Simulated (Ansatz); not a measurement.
ZnS:
```
ZnS
1.0
    3.84516     0.00000     0.00000
   -1.92258     3.33000     0.00000
    0.00000     0.00000     6.30554
Zn S
2 2
Direct
  0.66667   0.33333   0.99986
  0.33333   0.66667   0.49986
  0.66667   0.33333   0.62534
  0.33333   0.66667   0.12534
```

Relaxed with PBE. Special points in fractions of this cell's reciprocal vectors: Γ (0.000, 0.000, 0.000); M (0.500, 0.000, 0.000); K (0.333, 0.333, 0.000); A (0.000, 0.000, 0.500); L (0.500, 0.000, 0.500); H (0.333, 0.333, 0.500).

Problem. List the band energies nearest the valence-band maximum at these points for PBE in the plane-wave PAW code Ansatz.

Solution. In eV from the valence-band maximum; about four levels below and three above (degenerate sets whole), none deeper than 8.9 eV; points with the same levels are listed once.

```json
[
 {"k": "Γ", "below": "-0.86 -0.86 -0.07 0.00 0.00", "above": "2.08 3.05 6.31 6.31"},
 {"k": "M", "below": "-3.14 -2.14 -1.61 -0.85", "above": "3.68 4.17 5.13"},
 {"k": "K", "below": "-3.69 -2.22 -2.22 -2.00", "above": "4.35 5.76 5.76"},
 {"k": "A", "below": "-0.45 -0.45 -0.45 -0.45", "above": "3.47 3.47 6.74 6.74"},
 {"k": "L", "below": "-1.57 -1.57 -1.54 -1.54", "above": "3.53 3.53 5.23 5.23"},
 {"k": "H", "below": "-2.92 -2.92 -1.29 -1.29", "above": "4.45 4.45 6.34 6.34"}
]
```

Space group P6_3mc (wurtzite). Symmetry was held in the PBE relaxation.

Potentials: the later of the program's two PAW sets.
